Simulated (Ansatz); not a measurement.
YSi:
```
YSi
1.0
    0.00000     2.90759     2.90759
    2.90759     0.00000     2.90759
    2.90759     2.90759     0.00000
Si Y
1 1
Direct
  0.00000   0.00000   0.00000
  0.50000   0.50000   0.50000
```

This is the PBE-relaxed structure.

**Question.** All from the program Ansatz at the PBE level (PAW), unless another level is named. Estimate the electronic character.

**Answer.** metallic (no gap).

**Question.** Give the density of states at the Fermi level.

**Answer.** 0.90 states/eV per atom (mean over ±0.08 eV).

**Question.** And the formation energy from the elements (no fitted shifts)?

**Answer.** -0.48 eV/atom.

Space group Fm-3m (rock salt). The cell is a constructed one: a structure type filled with these elements; neither database checked (COD, Materials Project) lists it. Its standing as an ambient phase is unchecked. The PBE relaxation kept the symmetry of its start; whether a distortion lowers the energy is not shown. The run is not spin-polarised. The references are the lowest solids computed at this level, not always the standard phases. Spin–orbit coupling is left out wherever it is not named.

Potentials: the later of the program's two PAW sets.
